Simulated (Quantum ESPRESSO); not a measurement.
## Ga4ON3 (input and log of a self-consistent run)

Simulated, not a measurement. The program is pw.x of Quantum ESPRESSO 7.5 (plane-wave density functional theory). The cell is made up: 8 atoms on a wurtzite lattice, with randomly drawn elements, strain and displacements, not relaxed. PseudoDojo standard norm-conserving files (v0.5 for PBE, v0.4.1 for LDA and PBEsol) set the functional; there is no spin polarisation, spin-orbit coupling or dispersion term, and the masses in the input are unused placeholders. A spin-polarised start on this cell or one of its family kept no moment.

Input:

```
&control calculation='scf', pseudo_dir='./dojo.nc.sr.pbe.v0_5.standard.upf', outdir='./o', disk_io='low', tprnfor=.true., tstress=.true. /
&system ibrav=0, nat=8, ntyp=3, nbnd=47, ecutwfc=84.00895049, nosym=.true., tot_charge=0,
 occupations='smearing', smearing='fd', degauss=0.0073498644
/
&electrons conv_thr=7.350e-09, electron_maxstep=60, /
ATOMIC_SPECIES
Ga 1.0 Ga.upf
N 1.0 N.upf
O 1.0 O.upf
CELL_PARAMETERS angstrom
3.1709 -0.1149 0.0265
-0.2009 5.5732 0.0993
0.041 0.0926 5.1491
ATOMIC_POSITIONS angstrom
Ga 0.0791 0.0234 -0.0941
Ga 1.388 2.7978 -0.0595
Ga 1.6469 1.0054 2.5581
Ga -0.1271 3.7003 2.6669
O 0.0463 0.0194 1.9538
N 1.4304 2.6319 1.9754
N 1.4565 1.0572 4.5566
N -0.0217 3.7973 4.5802
K_POINTS automatic
8 6 6 1 1 1
```

The log is shortened where brackets say so; the opening notice, blank lines, dates and the lines on written files are dropped, and the path of the files is cut. It prints rydbergs, bohrs and kilobars, and counts compression as positive stress.

```
     Program PWSCF v.7.5
     Parallel version (MPI & OpenMP), running on       4 processor cores
     Number of MPI processes:                 4
     Threads/MPI process:                     1
     [start-up lines left out]
     bravais-lattice index     =            0
     lattice parameter (alat)  =       5.9963  a.u.
     unit-cell volume          =     613.0199 (a.u.)^3
     number of atoms/cell      =            8
     number of atomic types    =            3
     number of electrons       =        73.00
     number of Kohn-Sham states=           47
     kinetic-energy cutoff     =      84.0090  Ry
     charge density cutoff     =     336.0358  Ry
     scf convergence threshold =      7.3E-09
     mixing beta               =       0.7000
     number of iterations used =            8  plain     mixing
     Exchange-correlation= PBE
                           (   1   4   3   4   0   0   0)
     [axes and pseudopotential details left out]
   Cartesian axes
     site n.     atom                  positions (alat units)
         1        Ga     tau(   1) = (   0.0249284   0.0073745  -0.0296556  )
         2        Ga     tau(   2) = (   0.4374283   0.8817268  -0.0187514  )
         3        Ga     tau(   3) = (   0.5190206   0.3168519   0.8061853  )
         4        Ga     tau(   4) = (  -0.0400556   1.1661497   0.8404737  )
         5        O      tau(   5) = (   0.0145914   0.0061139   0.6157402  )
         6        N      tau(   6) = (   0.4507906   0.8294434   0.6225474  )
         7        N      tau(   7) = (   0.4590160   0.3331766   1.4360127  )
         8        N      tau(   8) = (  -0.0068388   1.1967193   1.4434502  )
     number of k points=   144  Fermi-Dirac smearing, width (Ry)=  0.0073
     Number of k-points >= 100: set verbosity='high' to print them.
     Dense  grid:    63823 G-vectors     FFT dimensions: (  36,  64,  60)
     Estimated max dynamical RAM per process >     292.46 MB
     Estimated total dynamical RAM >       1.10 GB
     Initial potential from superposition of free atoms
     starting charge      72.9893, renormalised to      73.0000
     Starting wfcs are   52 randomized atomic wfcs
     total cpu time spent up to now is        5.4 secs
     per-process dynamical memory:   260.7 Mb
     Self-consistent Calculation
     iteration #  1     ecut=    84.01 Ry     beta= 0.70
     Davidson diagonalization with overlap
     ethr =  1.00E-02,  avg # of iterations =  3.7
     total cpu time spent up to now is       18.9 secs
     total energy              =    -706.08328516 Ry
     estimated scf accuracy    <       2.21067939 Ry
     iteration #  2     ecut=    84.01 Ry     beta= 0.70
     Davidson diagonalization with overlap
     ethr =  3.03E-03,  avg # of iterations =  2.5
     total cpu time spent up to now is       31.4 secs
     total energy              =    -706.64727024 Ry
     estimated scf accuracy    <       2.63165184 Ry
     iteration #  3     ecut=    84.01 Ry     beta= 0.70
     Davidson diagonalization with overlap
     ethr =  3.03E-03,  avg # of iterations =  2.0
     total cpu time spent up to now is       41.9 secs
     total energy              =    -707.11721192 Ry
     estimated scf accuracy    <       0.08375703 Ry
     iteration #  4     ecut=    84.01 Ry     beta= 0.70
     Davidson diagonalization with overlap
     ethr =  1.15E-04,  avg # of iterations =  3.4
     total cpu time spent up to now is       53.5 secs
     total energy              =    -707.13642956 Ry
     estimated scf accuracy    <       0.00579271 Ry
     iteration #  5     ecut=    84.01 Ry     beta= 0.70
     Davidson diagonalization with overlap
     ethr =  7.94E-06,  avg # of iterations =  7.3
     total cpu time spent up to now is       68.8 secs
     total energy              =    -707.13718977 Ry
     estimated scf accuracy    <       0.00278338 Ry
     [iterations 6 to 7 left out]
     iteration #  8     ecut=    84.01 Ry     beta= 0.70
     Davidson diagonalization with overlap
     ethr =  1.07E-07,  avg # of iterations =  2.0
     total cpu time spent up to now is      100.2 secs
     total energy              =    -707.13759605 Ry
     estimated scf accuracy    <       0.00001555 Ry
     iteration #  9     ecut=    84.01 Ry     beta= 0.70
     Davidson diagonalization with overlap
     ethr =  2.13E-08,  avg # of iterations =  2.1
     total cpu time spent up to now is      111.6 secs
     total energy              =    -707.13759958 Ry
     estimated scf accuracy    <       0.00000049 Ry
     iteration # 10     ecut=    84.01 Ry     beta= 0.70
     Davidson diagonalization with overlap
     ethr =  6.78E-10,  avg # of iterations =  4.1
     total cpu time spent up to now is      124.7 secs
     total energy              =    -707.13759976 Ry
     estimated scf accuracy    <       0.00000021 Ry
     iteration # 11     ecut=    84.01 Ry     beta= 0.70
     Davidson diagonalization with overlap
     ethr =  2.93E-10,  avg # of iterations =  2.0
     total cpu time spent up to now is      134.6 secs
     total energy              =    -707.13759979 Ry
     estimated scf accuracy    <       0.00000007 Ry
     iteration # 12     ecut=    84.01 Ry     beta= 0.70
     Davidson diagonalization with overlap
     ethr =  9.67E-11,  avg # of iterations =  2.0
     total cpu time spent up to now is      144.8 secs
     End of self-consistent calculation
     Number of k-points >= 100: set verbosity='high' to print the bands.
     the Fermi energy is    14.2448 ev
!    total energy              =    -707.13759981 Ry
     estimated scf accuracy    <          6.6E-09 Ry
     smearing contrib. (-TS)   =      -0.00390508 Ry
     internal energy E=F+TS    =    -707.13369472 Ry
     The total energy is F=E-TS. E is the sum of the following terms:
     one-electron contribution =    -218.21065073 Ry
     hartree contribution      =     179.74472699 Ry
     xc contribution           =    -194.91883957 Ry
     ewald contribution        =    -473.74893141 Ry
     convergence has been achieved in  12 iterations
     Forces acting on atoms (cartesian axes, Ry/au):
     atom    1 type  1   force =    -0.15994436   -0.07703097    0.05072746
     atom    2 type  1   force =     0.08411849   -0.05267245    0.08729450
     atom    3 type  1   force =     0.00275333   -0.12632152    0.06178536
     atom    4 type  1   force =     0.00564516   -0.01196263   -0.04887661
     atom    5 type  3   force =    -0.00790788   -0.01154999   -0.01397080
     atom    6 type  2   force =    -0.00272114    0.16806684   -0.04973626
     atom    7 type  2   force =     0.17021900    0.05002719   -0.06679282
     atom    8 type  2   force =    -0.09216261    0.06144353   -0.02043082
     Total force =     0.391982     Total SCF correction =     0.000431
     Computing stress (Cartesian axis) and pressure
          total   stress  (Ry/bohr**3)                   (kbar)     P=      203.17
   0.00142221   0.00043754  -0.00013865          209.21       64.36      -20.40
   0.00043754   0.00170433  -0.00054417           64.36      250.72      -80.05
  -0.00013865  -0.00054417   0.00101691          -20.40      -80.05      149.59
     init_run     :      5.13s CPU      5.33s WALL (       1 calls)
     electrons    :    138.27s CPU    139.44s WALL (       1 calls)
     forces       :      1.48s CPU      1.49s WALL (       1 calls)
     stress       :      5.23s CPU      5.24s WALL (       1 calls)
     [timing details left out]
     PWSCF        :   2m30.32s CPU   2m31.73s WALL
     JOB DONE.
```

In other units: free energy -9621.097 eV for the cell, pressure 20.32 GPa, largest force component 4.377 eV/Å. A rerun of the same cell at another strain at 1437 eV and a 10 x 8 x 8 mesh moved values by no more than 0.006 eV in energy, 0.04 GPa in stress and 0.016 eV/Å in force.